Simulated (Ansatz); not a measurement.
Relaxed-ion elastic tensor of LaLuO$_{3}$ (cubic perovskite, Pm-3m) in GPa (Voigt order), PBEsol in the plane-wave PAW code Ansatz; density 8.15 g/cm³, 14.74 Å³ per atom.

```
 347  51.3  51.3   0.0   0.0   0.0
51.3   347  51.3   0.0   0.0   0.0
51.3  51.3   347   0.0   0.0   0.0
 0.0   0.0   0.0  49.0   0.0   0.0
 0.0   0.0   0.0   0.0  49.0   0.0
 0.0   0.0   0.0   0.0   0.0  49.0
```

Question: Is the crystal mechanically stable?

Answer: Yes: the smallest eigenvalue of C is 49.0 GPa.

Question: Work out the Voigt, Reuss and Hill averages.

Answer: K_V = 150, K_R = 150, K_H = 150; G_V = 88.6, G_R = 66.9, G_H = 77.8 GPa.

Question: Give Young's modulus, Poisson's ratio, Pugh's ratio and the universal anisotropy index.

Answer: E = 9KG/(3K + G) = 199 GPa; ν = 0.28; K/G = 1.93 (ductile by the Pugh limit of 1.75); A_U = 5G_V/G_R + K_V/K_R − 6 = 1.62.

Question: Estimate the sound speeds and the Debye temperature.

Answer: v_l = √((K + 4G/3)/ρ) = 5580 m/s, v_t = √(G/ρ) = 3090 m/s, mean 3440 m/s; Θ = (h/k)(3n/4πV)^(1/3) v_m = 418 K.

Question: Give the Zener ratio and Young's modulus along [100], [110] and [111].

Answer: A = 2C44/(C11 − C12) = 0.33; 1/E = S11 − 2(S11 − S12 − S44/2)Γ with Γ = 0, 1/4, 1/3 gives 334, 156, 133 GPa.

Question: Solve the Christoffel equation for the three sound speeds along [100], [110], [111].

Answer: Eigenvalues of C_ijkl n_j n_l equal ρv². In km/s, slowest first: [100] 2.45, 2.45, 6.53; [110] 2.45, 4.26, 5.52; [111] 3.76, 3.76, 5.14.

The cell is a constructed one: a structure type filled with these elements; neither database checked (COD, Materials Project) lists it. Its standing as an ambient phase is unchecked. The cell was relaxed with PBEsol under the symmetry of its start. At this level the phase is dynamically unstable (imaginary phonons). Spin–orbit coupling is left out wherever it is not named.

Potentials: the earlier of the program's two PAW sets. The files were generated under PBE; for other functionals the program regenerates the frozen cores, and for LDA and PBEsol the local potential too.
